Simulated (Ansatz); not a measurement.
# Ta$_{2}$N: computed property card

Ta2N:
```yaml
crystal:
  lattice:
    - [3.05946, 0.00000, 0.00000]
    - [-1.52973, 2.64957, 0.00000]
    - [0.00000, 0.00000, 4.79354]
  atoms:
    - { symbol: N, position: [0.00000, 0.00000, 0.00000] }
    - { symbol: Ta, position: [0.33333, 0.66667, 0.25355] }
    - { symbol: Ta, position: [0.66667, 0.33333, 0.74645] }
```

Space group P-3m1 (No. 164), anti-CdI2 type; conventional cell a = b = 3.059 Å, c = 4.794 Å, α = β = 90.00°, γ = 120.00°.

Method: the program Ansatz at the LDA level (PAW). Geometry: relaxed at this level of theory. Other levels are named where they apply.

**Cell and energy**

```json
{
 "volume_per_atom": "12.95 Å³",
 "density": "16.06 g/cm³",
 "Formation energy from the elements (no fitted shifts)": "-1.04 eV/atom"
}
```

**Electronic structure**

```json
{
  "electronic_character": "metallic (no gap)",
  "Density of states at the Fermi level": "0.34 states/eV per atom (mean over ±0.08 eV)"
}
```

**Mechanics**

```json
{
 "Bulk modulus (Birch–Murnaghan fit)": "2970 kbar",
 "Pressure derivative B′": "4.6"
}
```

**Phonons**

```json
{
 "highest_zone_centre_frequency": "582 cm⁻¹",
 "zone_centre_stability": "no imaginary mode at Γ"
}
```

Symmetry was held in the LDA relaxation. The run is not spin-polarised. The volume moved by 15 % from the start of the relaxation. With an odd number of electrons in the cell and no spin polarisation, the count alone makes it a metal. As this level gives no gap, phonon frequencies hold no LO–TO term and depend on the k-mesh and smearing (Fermi–Dirac, 0.1 eV here). The references are the lowest solids computed at this level, not always the standard phases (solids in place of the gases). Spin–orbit coupling is left out wherever it is not named.

Potentials: the later of the program's two PAW sets.
